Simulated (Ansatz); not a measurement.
Relaxed-ion elastic tensor of Ag (fcc (Cu type), Fm-3m) in GPa (Voigt order), DFT-PBE in the program Ansatz with PAW potentials; density 10.04 g/cm³, 17.84 Å³ per atom.

```
 112  80.7  80.7   0.0   0.0   0.0
80.7   112  80.7   0.0   0.0   0.0
80.7  80.7   112   0.0   0.0   0.0
 0.0   0.0   0.0  42.8   0.0   0.0
 0.0   0.0   0.0   0.0  42.8   0.0
 0.0   0.0   0.0   0.0   0.0  42.8
```

### Question
Is the crystal mechanically stable?

### Answer
Yes: the smallest eigenvalue of C is 31.3 GPa.

### Question
Work out the Voigt, Reuss and Hill averages.

### Answer
K_V = 91.1, K_R = 91.1, K_H = 91.1; G_V = 32.0, G_R = 25.3, G_H = 28.6 GPa.

### Question
Give Young's modulus, Poisson's ratio, Pugh's ratio and the universal anisotropy index.

### Answer
E = 9KG/(3K + G) = 77.7 GPa; ν = 0.36; K/G = 3.18 (ductile by the Pugh limit of 1.75); A_U = 5G_V/G_R + K_V/K_R − 6 = 1.33.

### Question
Estimate the sound speeds and the Debye temperature.

### Answer
v_l = √((K + 4G/3)/ρ) = 3590 m/s, v_t = √(G/ρ) = 1690 m/s, mean 1900 m/s; Θ = (h/k)(3n/4πV)^(1/3) v_m = 216 K.

### Question
Give the Zener ratio and Young's modulus along [100], [110] and [111].

### Answer
A = 2C44/(C11 − C12) = 2.74; 1/E = S11 − 2(S11 − S12 − S44/2)Γ with Γ = 0, 1/4, 1/3 gives 44.4, 80.7, 111 GPa.

Symmetry was held in the PBE relaxation. No spin polarisation was allowed. As this level gives no gap, shear constants depend on the k-mesh and smearing (Fermi–Dirac, 0.1 eV here).

Potentials: the later of the program's two PAW sets.
